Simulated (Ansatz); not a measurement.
Given:

Starting cell, Ti (hcp, Mg type):

```
CELL_PARAMETERS angstrom
      2.93885     0.00000     0.00000
     -1.46943     2.54512     0.00000
      0.00000     0.00000     4.64996
ATOMIC_POSITIONS crystal
  Ti 0.33333 0.66667 0.75000
  Ti 0.66667 0.33333 0.25000
```

Scan: atom 2 (Ti, nearest neighbour Ti at 2.878 Å; its periodic images, 2.9 Å or more away, move with it) is displaced along Cartesian [110], direction (0.707, 0.707, 0.000) in Cartesian axes, by s. The other atoms stay.

These are PBE (plane waves to 420 eV, PAW, scalar-relativistic; Ansatz, a program for electronic structure) values and carry that method's errors. k mesh 15×15×8 (Γ-centred), Fermi-Dirac smearing 0.05 eV. E stands for the smeared free energy. With partly filled bands, energies and forces of such displacements shift with the k mesh and the smearing. The PAW data are Ansatz's earlier set. Ti is run without spin polarisation. Ti was relaxed with its symmetry unable to fall. The zero of ΔE is the undisplaced structure.

The scan covers s from -0.290 to 0.290 Å in 11 points.

Problem. Is the energy the same for displacements of ±0.290 Å, and if not, which side lies higher?

Solution. Not even: the positive side lies higher at ±0.290 Å. With its periodic images moving along, the atom's site symmetry in this cell is -6m2.

Problem. What force acts on the atom along the line at s = -0.290 Å?

Solution. 0.346 eV/Å.

Problem. What is the force constant k = d²E/ds² of this move at s = 0?

Solution. 1.56 eV/Å².

Problem. With two atoms in the cell this is the zone-centre optical mode. What wavenumber follows?

Solution. 133 cm⁻¹.

(A displaced cell: forces are minus the slopes of the energy, force constants its curvatures, and phonons follow from these.)
